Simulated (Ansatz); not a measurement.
The start is a generated cell, Fe built in the AFLOW prototype A_cI16_220_c (as in Li). A full variable-cell relaxation at zero pressure is run with r2SCAN (plane waves to 500 eV, PAW, scalar-relativistic; Ansatz, a first-principles code). The first steps use a coarse 8×8×8 k-mesh.

The start:
```
Fe
1.0
   -2.87000     2.87000     2.87000
    2.87000    -2.87000     2.87000
    2.87000     2.87000    -2.87000
Fe
8
Direct
  0.40200   0.40200   0.40200
  0.50000   0.00000   0.09800
  0.00000   0.09800   0.50000
  0.09800   0.50000   0.00000
  0.90200   0.90200   0.90200
  0.50000   0.00000   0.59800
  0.00000   0.59800   0.50000
  0.59800   0.50000   0.00000
```
Spin-polarised start, with parallel moments on Fe.

```yaml
initial_pressure: "+11.5 GPa (positive: the cell is compressed)"
largest_initial_force: 1.18 eV/Å, on Fe1, Fe2, Fe3, Fe4, Fe5, Fe6, Fe7, Fe8 (atoms numbered as listed)
outcome: The space group goes from I-43d (No. 220) to Im-3m (No. 229); the end is bcc (W type), with 1 atom in the primitive magnetic cell
energy_released: 0.35 eV/atom
volume_change: -0.5 %, from 11.82 to 11.76 Å³/atom
Shortest distances (start → end): "The closest pairs of elements (up to four, under 3.6 Å), start → end: Fe–Fe 2.38 → 2.48 Å"
band_gap_at_the_end: zero (metallic)
moments_at_the_end: net 2.64 μB/atom, ferromagnetic
optimiser_moves: 8
```

Final structure:

Space group Im-3m (No. 229); a = b = c = 2.8650 Å, α = β = γ = 90.00°

```
atom  site  symmetry       x       y       z
----  ----  --------  ------  ------  ------
Fe      2a      m-3m  0.0000  0.0000  0.0000
```
(The calculation used a cell of 1 atom; values per cell refer to that cell.)

Final values are on a 23×23×23 k-mesh of the relaxed cell. Spin state reached: ferromagnetic (net 2.64 μB/atom), from parallel starting moments; other spin orders were not run from this start. r2SCAN tends to overstate moments in metals.

The run could not lose the symmetry of its start; a randomly shaken copy of 2 atoms returns to this structure.
